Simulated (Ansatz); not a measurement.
AlN in space group P6_3/mmc (No. 194; Al on 2d, N on 2c), the program Ansatz at the LDA level (PAW). The conduction-band minimum lies at Γ, with 1 equivalent valley. Second derivatives d²E/dk² of the lowest band at one valley (eV·Å²), along Cartesian directions:

```json
[
 {"direction": "[100]", "d²E/dk²": "23.57"},
 {"direction": "[010]", "d²E/dk²": "23.57"},
 {"direction": "[001]", "d²E/dk²": "20.32"},
 {"direction": "[110]", "d²E/dk²": "23.57"},
 {"direction": "[101]", "d²E/dk²": "21.94"},
 {"direction": "[011]", "d²E/dk²": "21.94"}
]
```

Task: Find the principal effective masses, the density-of-states mass and the conductivity mass.

Result: Off-diagonal terms follow from H_xy = H[110] − (H_xx + H_yy)/2, and m*/mₑ = 7.620 eV·Å² over each eigenvalue: 0.32, 0.32, 0.38. One valley's DOS mass (m₁m₂m₃)^(1/3) = 0.34, conductivity mass 3/(Σ 1/mᵢ) = 0.34 mₑ.

Task: What effective density of states Nc follows at 300 K for parabolic valleys?

Result: Nc = 2.509e19 × 1 × (0.34)^(3/2) ≈ 5.0e18 cm⁻³.

Task: With the computed static dielectric constant 18.3 (mean of the diagonal), estimate a hydrogenic donor's binding energy and radius.

Result: E = 13.606 eV × 0.34/18.3² ≈ 14 meV; a = 0.529 Å × ε/m* ≈ 28 Å. Semilocal masses tend to be too small where the gap is.

The workflow started from a Materials Project entry (that database holds measured and hypothetical structures alike); the Crystallography Open Database copy checked does not list it. It is not the phase usual at ambient conditions (space group No. 186, 216). Symmetry was held in the LDA relaxation; phonons on a q-mesh show no instability.

Potentials: the later of the program's two PAW sets.
